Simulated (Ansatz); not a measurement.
Relaxed InAs (zinc blende):

```
InAs
1.0
    0.00000     3.05455     3.05455
    3.05455     0.00000     3.05455
    3.05455     3.05455     0.00000
As In
1 1
Direct
  0.75000   0.75000   0.75000
  0.00000   0.00000   0.00000
```

Two-dimensional scan of atom 2 (In, nearest neighbour As at 2.645 Å; its periodic images, 4.3 Å or more away, move with it): u runs along (1.000, 0.000, 0.000), v along (0.000, 0.000, 1.000) (Cartesian). Cell and other atoms are fixed.

Calculation: r2SCAN (plane waves to 500 eV, PAW, scalar-relativistic; Ansatz, a first-principles code). k mesh 8×8×8 (Γ-centred), Fermi-Dirac smearing 0.05 eV. E stands for the smeared free energy. Points where atoms come too close for the PAW data are left out (x in tables, blank in figures). As the smearing reaches across the gap at some points, energies and forces of such displacements shift with the k mesh and the smearing. InAs was relaxed with its symmetry unable to fall. The last digit holds for this mesh only.

Changes of ΔE (meV/cell) from the point u = 0.000 Å, v = 0.000 Å when one coordinate moves alone (two changes are said to add if the coupling is within 5 % of the smaller one, nearly so within 20 %):

| point | change |
|---|---|
| u = 0.000 Å, v = -0.870 Å | 2152.1 |
| u = 0.000 Å, v = -0.435 Å | 651.3 |
| u = -0.870 Å, v = 0.000 Å | 2152.1 |
| u = -0.435 Å, v = 0.000 Å | 651.3 |
| u = 0.435 Å, v = 0.000 Å | 651.3 |
| u = 0.870 Å, v = 0.000 Å | 2152.1 |
| u = 0.000 Å, v = 0.435 Å | 651.3 |
| u = 0.000 Å, v = 0.870 Å | 2152.1 |

Task: Do the two effects add at u = -0.870 Å, v = 0.435 Å? Give the computed change.

Result: The sum of the single changes is 2152.1 + (651.3) = 2803.4; the calculation gives 3729.2, so the coupling contributes 925.8 (over 20 % of the smaller single change, not additive).

Task: What is the change at u = 0.435 Å, v = 0.435 Å, where both move, and how far is it from the sum?

Result: The sum of the single changes is 651.3 + (651.3) = 1302.6; the calculation gives 1554.6, so the coupling contributes 252.0 (over 20 % of the smaller single change, not additive).

(A displaced cell: forces are minus the slopes of the energy, force constants its curvatures, and phonons follow from these.)
